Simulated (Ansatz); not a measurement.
TiPt3:
```cif
data_Pt3Ti
_chemical_formula_sum 'Ti1 Pt3'
_space_group_name_H-M_alt 'P 1'
_space_group_IT_number 1
_cell_length_a 3.94798
_cell_length_b 3.94798
_cell_length_c 3.94798
_cell_angle_alpha 90.000
_cell_angle_beta 90.000
_cell_angle_gamma 90.000
loop_
_space_group_symop_operation_xyz
  'x, y, z'
loop_
_atom_site_label
_atom_site_type_symbol
_atom_site_fract_x
_atom_site_fract_y
_atom_site_fract_z
_atom_site_occupancy
Ti1 Ti 0.00000 0.00000 0.00000 1
Pt1 Pt 0.00000 0.50000 0.50000 1
Pt2 Pt 0.50000 0.00000 0.50000 1
Pt3 Pt 0.50000 0.50000 0.00000 1
```

Relaxed with PBE.

Q: Tabulate the valence density and the electron localisation function along the shortest Pt–Pt contact (2.79 Å), PBE in the plane-wave PAW code Ansatz.

A: 

```csv
distance from Pt (Å),density (e/Å³),ELF
0.28,10.41,0.68
0.42,8.38,0.67
0.56,5.86,0.63
0.70,3.49,0.54
0.84,1.78,0.42
0.98,0.90,0.32
1.12,0.56,0.28
1.26,0.41,0.28
1.40,0.38,0.30
1.54,0.41,0.28
1.67,0.56,0.28
1.81,0.90,0.32
1.95,1.78,0.42
2.09,3.49,0.54
2.23,5.86,0.63
2.37,8.38,0.67
2.51,10.41,0.68
```

The density is the valence pseudo-density with augmentation charge, so density and ELF within about 1 Å of a nucleus are not all-electron values.

Space group Pm-3m (Cu3Au type). The PBE relaxation kept the symmetry of its start; of distortions, only those at the zone centre were tested. No spin polarisation was allowed. Scalar-relativistic: spin–orbit coupling is off unless named, which matters more the heavier the elements.

Potentials: the later of the program's two PAW sets.
